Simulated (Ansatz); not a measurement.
Cs:
```xyz
1
Lattice="-3.0201 3.0201 3.0201 3.0201 -3.0201 3.0201 3.0201 3.0201 -3.0201" Properties=species:S:1:pos:R:3 pbc="T T T"
Cs     0.0000     0.0000     0.0000
```

Relaxed with PBE+D3(BJ). Special points in fractions of this cell's reciprocal vectors: Γ (0.000, 0.000, 0.000); H (0.500, -0.500, 0.500); N (0.000, 0.000, 0.500); P (0.250, 0.250, 0.250).

Problem. List the band energies nearest the Fermi level at these points for the program Ansatz at the PBE+D3(BJ) level (PAW).

Solution. In eV from the Fermi level; about four levels below and three above (degenerate sets whole), none deeper than 8.9 eV; points with the same levels are listed once.

| k | below | above |
|---|---|---|
| Γ | -1.73 | 2.51 2.51 2.51 |
| H | – | 0.60 0.60 3.10 3.10 3.10 |
| N | – | 0.01 0.91 1.63 |
| P | – | 0.99 0.99 0.99 |

Space group Im-3m (bcc (W type)). The PBE+D3(BJ) relaxation kept the symmetry of its start. The pairwise dispersion correction was not fitted to metals. Scalar-relativistic: spin–orbit coupling is off unless named, which matters more the heavier the elements.

Potentials: the later of the program's two PAW sets.
